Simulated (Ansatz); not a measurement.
Starting structure of a cell relaxation (symmetry kept):

```
Ga
1.0
     1.45000   -4.06500    0.00000
     1.45000    4.06500    0.00000
     0.00000    0.00000    3.17000
Ga
2
Direct
  0.86700 0.13300 0.25000
  0.13300 0.86700 0.75000
```

These are results of DFT PBEsol, scalar-relativistic, plane waves, PAW (Ansatz 0.2.0), not measurements.

Plane waves to 420 eV, a k mesh through Γ of 16×16×14 on the computed 2-atom cell and Gaussian smearing (0.10 eV); no spin polarisation.

Q: What does it relax to?

A: The volume falls by 0.75 Å³/atom to 17.93 Å³/atom, and the energy falls by 19.0 meV/atom. Final structure:
```
Ga
1.0
     1.36899   -3.95256    0.00000
     1.36899    3.95256    0.00000
     0.00000    0.00000    3.31380
Ga
2
Direct
  0.86613 0.13387 0.25000
  0.13387 0.86613 0.75000
```

This form isn't the element's structure at ambient conditions.